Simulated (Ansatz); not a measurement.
Relaxation of a relaxed ZnSnN2 cell, doubled along one cell vector, shaken by Gaussian noise of σ = 0.08 Å a coordinate; 8 atoms in the cell, which starts as P1 (No. 1), aP8; a = b = 4.118 Å, c = 6.080 Å, α = β = γ = 90.00°. All values below come from PBEsol (plane waves to 420 eV, PAW, scalar-relativistic; Ansatz, a quantum-chemistry and plane-wave program). Γ-centred k-mesh 6×6×4 on the run's cell (coarser than for final values), Fermi–Dirac smearing 0.05 eV. This is the first round of the run. 

The optimiser's lines from the output (shortened; P is positive under compression):

```
relax step   1: F+E_penalty+E_count = -19966.67561884 eV  Δ(F+E_penalty+E_count) = +0.000e0 eV  max|allowed force component| = 2.805e0 eV/Å  Δτ_max = 0.0000 Å  P = +2.896 GPa  Ω = 103.094 Å³  (9 SCF iters, dr2 threshold 1.00e-7 eV, accepted)
relax step   2: F+E_penalty+E_count = -19967.11904487 eV  Δ(F+E_penalty+E_count) = -4.434e-1 eV  max|allowed force component| = 7.728e-1 eV/Å  Δτ_max = 0.1935 Å  P = +0.646 GPa  Ω = 103.638 Å³  (9 SCF iters, dr2 threshold 8.00e-7 eV, accepted)
relax step   3: F+E_penalty+E_count = -19967.79426086 eV  Δ(F+E_penalty+E_count) = -6.752e-1 eV  max|allowed force component| = 1.608e0 eV/Å  Δτ_max = 0.2000 Å  P = -0.152 GPa  Ω = 103.198 Å³  (9 SCF iters, dr2 threshold 8.00e-7 eV, accepted)
relax step   4: F+E_penalty+E_count = -19968.66930592 eV  Δ(F+E_penalty+E_count) = -8.750e-1 eV  max|allowed force component| = 1.971e0 eV/Å  Δτ_max = 0.2000 Å  P = -0.011 GPa  Ω = 103.140 Å³  (8 SCF iters, dr2 threshold 8.00e-7 eV, accepted)
relax step   5: F+E_penalty+E_count = -19969.37578363 eV  Δ(F+E_penalty+E_count) = -7.065e-1 eV  max|allowed force component| = 1.891e0 eV/Å  Δτ_max = 0.1505 Å  P = -0.701 GPa  Ω = 104.096 Å³  (7 SCF iters, dr2 threshold 8.00e-7 eV, accepted)
relax step   6: F+E_penalty+E_count = -19970.32887429 eV  Δ(F+E_penalty+E_count) = -9.531e-1 eV  max|allowed force component| = 1.252e0 eV/Å  Δτ_max = 0.1945 Å  P = +1.103 GPa  Ω = 103.525 Å³  (9 SCF iters, dr2 threshold 8.00e-7 eV, accepted)
relax step   7: F+E_penalty+E_count = -19971.20071920 eV  Δ(F+E_penalty+E_count) = -8.718e-1 eV  max|allowed force component| = 1.460e0 eV/Å  Δτ_max = 0.1950 Å  P = +3.028 GPa  Ω = 103.691 Å³  (8 SCF iters, dr2 threshold 8.00e-7 eV, accepted)
relax step   8: F+E_penalty+E_count = -19971.95731008 eV  Δ(F+E_penalty+E_count) = -7.566e-1 eV  max|allowed force component| = 1.220e0 eV/Å  Δτ_max = 0.2000 Å  P = +3.095 GPa  Ω = 104.401 Å³  (9 SCF iters, dr2 threshold 8.00e-7 eV, accepted)
relax step   9: F+E_penalty+E_count = -19972.66914659 eV  Δ(F+E_penalty+E_count) = -7.118e-1 eV  max|allowed force component| = 5.936e-1 eV/Å  Δτ_max = 0.2000 Å  P = +3.039 GPa  Ω = 103.609 Å³  (9 SCF iters, dr2 threshold 8.00e-7 eV, accepted)
relax step  10: F+E_penalty+E_count = -19973.00945101 eV  Δ(F+E_penalty+E_count) = -3.403e-1 eV  max|allowed force component| = 6.140e-1 eV/Å  Δτ_max = 0.1948 Å  P = -0.924 GPa  Ω = 104.611 Å³  (8 SCF iters, dr2 threshold 8.00e-7 eV, accepted)
relax step  11: F+E_penalty+E_count = -19973.19499373 eV  Δ(F+E_penalty+E_count) = -1.855e-1 eV  max|allowed force component| = 4.759e-1 eV/Å  Δτ_max = 0.2000 Å  P = -0.552 GPa  Ω = 103.435 Å³  (9 SCF iters, dr2 threshold 8.00e-7 eV, accepted)
relax step  12: F+E_penalty+E_count = -19973.41593353 eV  Δ(F+E_penalty+E_count) = -2.209e-1 eV  max|allowed force component| = 4.125e-1 eV/Å  Δτ_max = 0.1959 Å  P = -0.522 GPa  Ω = 102.328 Å³  (7 SCF iters, dr2 threshold 8.00e-7 eV, accepted)
relax step  13: F+E_penalty+E_count = -19973.57324888 eV  Δ(F+E_penalty+E_count) = -1.573e-1 eV  max|allowed force component| = 1.944e-1 eV/Å  Δτ_max = 0.1961 Å  P = +0.601 GPa  Ω = 101.200 Å³  (7 SCF iters, dr2 threshold 8.00e-7 eV, accepted)
relax step  14: F+E_penalty+E_count = -19973.65706500 eV  Δ(F+E_penalty+E_count) = -8.382e-2 eV  max|allowed force component| = 1.879e-2 eV/Å  Δτ_max = 0.1492 Å  P = -0.031 GPa  Ω = 101.996 Å³  (7 SCF iters, dr2 threshold 8.00e-7 eV, accepted)
relax step  15: F+E_penalty+E_count = -19973.65825030 eV  Δ(F+E_penalty+E_count) = -1.185e-3 eV  max|allowed force component| = 2.222e-3 eV/Å  Δτ_max = 0.0190 Å  P = -0.013 GPa  Ω = 101.983 Å³  (6 SCF iters, dr2 threshold 8.02e-8 eV, accepted)
relax step  16: F+E_penalty+E_count = -19973.65829006 eV  Δ(F+E_penalty+E_count) = -3.976e-5 eV  max|allowed force component| = 6.506e-4 eV/Å  Δτ_max = 0.0005 Å  P = +0.007 GPa  Ω = 101.972 Å³  (5 SCF iters, dr2 threshold 3.08e-9 eV, accepted)
relax step  17: F+E_penalty+E_count = -19973.69507385 eV  Δ(F+E_penalty+E_count) = -3.678e-2 eV  max|allowed force component| = 6.396e-3 eV/Å  Δτ_max = 0.0000 Å  P = +0.376 GPa  Ω = 101.972 Å³  stress off target by 1.05e0 GPa  SCF on the basis re-selected at this cell (its energy is not comparable with the rows above)  (8 SCF iters)
relax step  18: F+E_penalty+E_count = -19973.69645427 eV  Δ(F+E_penalty+E_count) = -1.380e-3 eV  max|allowed force component| = 2.991e-3 eV/Å  Δτ_max = 0.0037 Å  P = +0.022 GPa  Ω = 102.174 Å³  (5 SCF iters, dr2 threshold 8.00e-7 eV, accepted)
relax step  19: F+E_penalty+E_count = -19973.69642066 eV  Δ(F+E_penalty+E_count) = +3.361e-5 eV  max|allowed force component| = 5.732e-4 eV/Å  Δτ_max = 0.0008 Å  P = +0.000 GPa  Ω = 102.186 Å³  (5 SCF iters, dr2 threshold 1.12e-8 eV, accepted)
relax step  20: F+E_penalty+E_count = -19973.69721417 eV  Δ(F+E_penalty+E_count) = -7.935e-4 eV  max|allowed force component| = 4.203e-4 eV/Å  Δτ_max = 0.0000 Å  P = +0.006 GPa  Ω = 102.186 Å³  stress off target by 2.87e-2 GPa  SCF on the basis re-selected at this cell (its energy is not comparable with the rows above)  (6 SCF iters)
relax step  21: F+E_penalty+E_count = -19973.69720653 eV  Δ(F+E_penalty+E_count) = +7.642e-6 eV  max|allowed force component| = 3.950e-4 eV/Å  Δτ_max = 0.0003 Å  P = +0.000 GPa  Ω = 102.189 Å³  (5 SCF iters, dr2 threshold 2.05e-9 eV, accepted)
relax step  22: F+E_penalty+E_count = -19973.69719466 eV  Δ(F+E_penalty+E_count) = +1.187e-5 eV  max|allowed force component| = 4.224e-4 eV/Å  Δτ_max = 0.0000 Å  P = +0.000 GPa  Ω = 102.189 Å³  stress off target by 1.27e-3 GPa  SCF on the basis re-selected at this cell (its energy is not comparable with the rows above)  (6 SCF iters)
```

From the first to the last row the energy changes by -0.88 eV/atom and the volume by -0.9 %. The last row is marked as not comparable with the walk above it, whose basis was carried along; it does compare with step 1, since both stand on a basis selected at the nominal cutoff for their own cell.

Later rounds, restarted from the end of this one on a renewed k-mesh, logged 3 more steps and released under 0.01 eV/atom more. The final structure after all rounds: P-6m2 (No. 187), hP4; a = 3.629 Å, b = 3.629 Å, c = 4.480 Å, α = 90.00°, β = 90.00°, γ = 120.00°. Between re-selections the logged energies stand on a plane-wave basis carried along with the cell. No spin polarisation in the result.

The relaxed structure here is a generated cell of ZnSnN2: the first start was made by placing the elements on the sites of a structure type, and the end was not matched to a known phase here, so it may be hypothetical.
